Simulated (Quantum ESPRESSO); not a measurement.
# Kohn-Sham bands of GaP (zinc blende)

```yaml
crystal:
  lattice:
    - [0.00000, 2.72581, 2.72581]
    - [2.72581, 0.00000, 2.72581]
    - [2.72581, 2.72581, 0.00000]
  atoms:
    - { symbol: Ga, position: [0.00000, 0.00000, 0.00000] }
    - { symbol: P, position: [0.75000, 0.75000, 0.75000] }
```

Materials Project entry mp-2490; symmetrised, unrelaxed at this level. COD (Crystallography Open Database) has an entry of this formula and space group (matched by these alone). Level: LDA, no spin polarisation, no spin-orbit coupling; pw.x of Quantum ESPRESSO at 64 Ry with PseudoDojo potentials, 4×4×4 k-points, Wannier90. Density: 10×10×10 mesh, cold smearing 0.01 Ry.

The lattice is scaled uniformly by ε, fractional positions fixed; Kohn-Sham values from pw.x, the row at 1.5 % withheld:

```csv
ε (%),gap (eV),width of the top valence group (eV),direct gap at Γ (eV),direct gap at K (eV)
-3.0,1.283,7.297,2.366,4.510
-1.5,1.373,7.063,1.975,4.418
0.0,1.453,6.845,1.599,4.323
1.5,?,?,?,?
3.0,0.886,6.456,0.886,4.126
```

Q: Fit y = y₀ + bε + cε² to the rows at -3.0, 0 and 3.0 %, check it on the fourth row, and predict the withheld one.

A: 
- gap (eV): b = (0.886 − 1.283)/6 = -0.0662, c = (0.886 + 1.283 − 2×1.453)/18 = -0.04094. Check at -1.5 %: 1.460 for 1.373. Prediction 1.262; the run gives 1.234. The check misses: within the series a band edge moves to another k-point of the path, so one parabola doesn't hold.
- width of the top valence group (eV): b = (6.456 − 7.297)/6 = -0.1402, c = (6.456 + 7.297 − 2×6.845)/18 = 0.00350. Check at -1.5 %: 7.063 for 7.063. Prediction 6.643; the run gives 6.645.
- direct gap at Γ (eV): b = (0.886 − 2.366)/6 = -0.2467, c = (0.886 + 2.366 − 2×1.599)/18 = 0.00300. Check at -1.5 %: 1.976 for 1.975. Prediction 1.236; the run gives 1.234.
- direct gap at K (eV): b = (4.126 − 4.510)/6 = -0.0640, c = (4.126 + 4.510 − 2×4.323)/18 = -0.00056. Check at -1.5 %: 4.418 for 4.418. Prediction 4.226; the run gives 4.226.
